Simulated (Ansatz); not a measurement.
A generator proposed this cell of Zr₃NbTe₂.

```xyz
6
Lattice="5.9986 0.0000 0.0000 -2.9993 5.1950 0.0000 0.0000 0.0000 4.4305" Properties=species:S:1:pos:R:3 pbc="T T T"
Zr   -1.4997    2.5975    4.4084
Zr    2.9993    0.0000    4.4084
Zr    1.4997    2.5975    4.4084
Nb    0.0000    0.0000    0.8534
Te    2.9993    1.7317    2.1982
Te    0.0000    3.4633    2.1982
```

Theory: Ansatz 0.2.0, DFT PBE, scalar-relativistic, plane waves, PAW. Plane waves to 420 eV, a k mesh through Γ of 3×3×4 on the computed 6-atom cell and Gaussian smearing (0.10 eV); no spin polarisation.

The zero of energy is the elements' standard structures at the same level; no fitted shifts are applied.

Problem. What does a single point on this coarse mesh give?

Solution. The pressure is 11.7 GPa (the mean over three directions, positive in compression), the largest force is 0.40 eV/Å, and the energy is +0.25 eV/atom against the elements. The shortest distance is 2.81 Å.

Problem. Is it a good guess?

Solution. A fair one: relaxing gains about 0.12 eV/atom (the start's value is from the coarse mesh, so the gain is rough) in 17 ionic steps and ends at +0.13 eV/atom on the finer mesh. The symmetry stays P6mm (No. 183). The volume per atom grows by 10.6 %, from 23.0 to 25.4 Å³. The shortest distance goes from 2.81 Å (Zr–Te) to 2.95 Å (Zr–Te). Conventional cell: a = 6.101 Å, c = 4.737 Å. Around Zr lie 4 Te at 2.95–2.96 Å, 4 Zr at 3.05 Å and 2 Nb at 3.28 Å; Nb has 6 Zr at 3.28 Å and 6 Te at 3.71 Å; Te has 6 Zr at 2.95–2.96 Å, 3 Te at 3.52 Å and 3 Nb at 3.71 Å.

The last run used collinear spin, a 6×6×8 mesh (in the run's order of axes) for its 6-atom cell and Gaussian smearing of 0.10 eV. These runs have no spin–orbit coupling, which can matter for Te. The reference form of Te is held partly by dispersion forces, which this level lacks. The magnetic state reached may not be the lowest. The relaxation can't lower the symmetry of the start, and the grade says only how near the guess is to its own end. A structure relaxed within its symmetry needn't be a true minimum.
